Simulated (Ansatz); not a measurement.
## Profile along the N–B line in BN (zinc blende)

BN (zinc blende)

Space group F-43m (No. 216); a = 3.624 Å, b = 3.624 Å, c = 3.624 Å, α = 90.00°, β = 90.00°, γ = 90.00°

```
atom  site  symmetry       x       y       z
----  ----  --------  ------  ------  ------
N       4c      -43m  0.2500  0.2500  0.2500
B       4a      -43m  0.0000  0.0000  0.0000
```
(The calculation used a cell of 2 atoms; values per cell refer to that cell.)

Fields along a shortest N–B line of a {110} plane (1.57 Å), from N to B, interpolated on the slice's grid (step about 0.1 Å). All values below come from PBE (plane waves to 420 eV, PAW, scalar-relativistic; Ansatz, a first-principles code). k mesh 16×16×16. These are valence fields of a PAW run, semicore shells included where kept as valence: close to a nucleus they are smooth pseudo fields. BN was relaxed with its symmetry unable to fall. The PAW data are Ansatz's earlier set.

```csv
distance from N (Å),valence electron density (e/Å³),electron localisation function
0.00,3.34,x
0.16,3.52,x
0.31,3.61,0.46
0.47,2.88,0.80
0.63,1.94,0.91
0.79,1.41,0.93
0.94,1.14,0.90
1.10,0.95,0.67
1.26,0.72,0.16
1.41,0.44,x
1.57,0.33,x
```

x: too close to a nucleus for the ELF to mean much.

Density on the N–B line (1.57 Å) at its midpoint: 1.41 e/Å³. ELF at that point: 0.9. ELF maximum in the middle third of the N–B line: 0.93, 0.8 Å from N.
